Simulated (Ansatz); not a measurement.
## AuCu3-type GdIr₃

Method: PBEsol, scalar-relativistic; collinear spin; PAW, 420 eV, 8×8×8 k-mesh, Gaussian smearing of 0.05 eV; code Ansatz; PAW files: Ansatz's generated set soft_2.

Space group Pm-3m (No. 221). a = 4.015 Å, b = 4.015 Å, c = 4.015 Å, α = 90.00°, β = 90.00°, γ = 90.00°
```tsv
atom	site	symmetry	x	y	z
Gd	1a	m-3m	0.0000	0.0000	0.0000
Ir	3c	4/mm.m	0.0000	0.5000	0.5000
```

The structure was built from a prototype; whether the compound forms in it isn't claimed.

Magnetic state: ferromagnetic, site spin moments Gd 6.86; Ir -0.07 μB.

The cell above was scaled in volume, its shape and atoms being fixed by the lattice's symmetry. Energies are counted from the cell above.

The cell is relaxed to zero pressure at this level.

```csv
V (Å³/atom),ΔE (meV/atom),P (GPa),largest moment (μB)
15.53,?,?,?
15.86,4.8,4.9,6.84
16.18,0.0,0.0,6.86
16.50,4.5,-4.4,6.87
16.83,17.3,-8.3,6.88
```

**Question.** Fill in the withheld row.

**Answer.** ΔE (meV/atom): 20.0, P (GPa): 10.4, largest moment (μB): 6.83.

**Question.** What do the points give for the equilibrium volume, the bulk modulus and its pressure derivative (third-order Birch–Murnaghan)?

**Answer.** V0 = 16.18 Å³/atom, B0 = 230 GPa, B0′ = 4.8.

B0·V0 = 230.2 GPa × 16.18 Å³ = 23.24 eV/atom sets the scale: near the minimum ΔE ≈ ½ B0 V0 x², with x = V/V0 − 1, and a pressure of 2.3 GPa squeezes the volume by about 1 %. At the ends of the curve: x = −4.0 % predicts 18.5 meV/atom and the run gives 20.0; x = +4.0 % predicts 18.7 meV/atom and the run gives 17.3. Compression costs more and expansion less than the parabola says, since the crystal stiffens as it shrinks; B0′ measures that.

Without a U the 4f levels of Gd lie too near the Fermi level, so their share of the states there, and what hangs on it, is overstated. Scalar-relativistic only: spin–orbit splittings of the heavy atoms' levels are missing. Site moments are of spin, integrated over atomic spheres. No antiparallel order was tried. The run is a metal.
